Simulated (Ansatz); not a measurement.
Task: FeNi3 (Cu3Au type, Pm-3m) is relaxed with PBE (plane waves, PAW; program Ansatz). What lattice parameters of the conventional cell result?

Result: a = 3.544 Å.

Symmetry was held in the PBE relaxation. Spin order of the final state: ferromagnetic, chosen from 5 collinear starts compared on coarse meshes (ties went to the first, and starts can fall back to one state), not a proven ground state. Textbook magnetic order: ferromagnetic.

Potentials: the later of the program's two PAW sets.
